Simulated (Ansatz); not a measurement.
The cell of MgTe₅ is invented: random cell by space group and Wyckoff sites (F-43m, No. 216). The dimensions are guesses.

```cif
data_structure
_symmetry_space_group_name_H-M 'F-43m'
_symmetry_Int_Tables_number 216
_cell_length_a 9.1941
_cell_length_b 9.1941
_cell_length_c 9.1941
_cell_angle_alpha 90.000
_cell_angle_beta 90.000
_cell_angle_gamma 90.000
_cell_volume 777.19
loop_
_atom_site_label
_atom_site_type_symbol
_atom_site_symmetry_multiplicity
_atom_site_Wyckoff_symbol
_atom_site_fract_x
_atom_site_fract_y
_atom_site_fract_z
_atom_site_occupancy
Mg1 Mg 4 b 0.50000 0.00000 0.00000 1
Te1 Te 16 e 0.37395 0.12605 0.37395 1
Te2 Te 4 d 0.25000 0.25000 0.75000 1
```

These are results of Ansatz, DFT PBE, scalar-relativistic, plane waves, PAW, not measurements. Cutoff 420 eV, Gaussian smearing, Γ-centred meshes. Cell and atoms relax first on a coarse mesh and then on a finer one. In between, the cell is made exact in the group found at 0.06 Å. In metals the finer mesh still leaves noise of several meV/atom or more. The steps can't lower the symmetry of their start. No spin polarisation.

A guess keeps its type if space group and coordination stay and the shape of the cell changes little (axis ratios within about 15 %, angles within 6°); the volume may change.

Question: Does this structure survive the relaxation?

Answer: It keeps its type. The symmetry stays F-43m (No. 216). The volume per atom shrinks by 6.0 %, from 32.4 to 30.4 Å³. The shortest distance goes from 3.22 Å (Te–Te) to 3.18 Å (Te–Te). Counting neighbours within 15 % of an atom's shortest distance, the start has Mg 16, Te 6/16 and the end Mg 16, Te 6/16.

Energies over the elements count from the elements' standard structures at the same level, with no fitted energy shifts.

Question: At what energy does it end?

Answer: +0.38 eV/atom. The separate elements lie lower, so it is unstable against them.

The last run used an 8×8×8 mesh for its 6-atom cell and Gaussian smearing of 0.10 eV. These runs have no spin–orbit coupling, which can matter for Te. The cell is a metal run without spin; a magnetic state may lie lower. The reference form of Te is held partly by dispersion forces, which this level lacks. A structure relaxed within its symmetry needn't be a true minimum. Another cell of MgTe5 relaxed alike, in P4/mmm, lies 0.53 eV/atom lower, so this cell isn't the stable form at this level.

In counts of neighbours, a slash parts the counts of unlike sites.
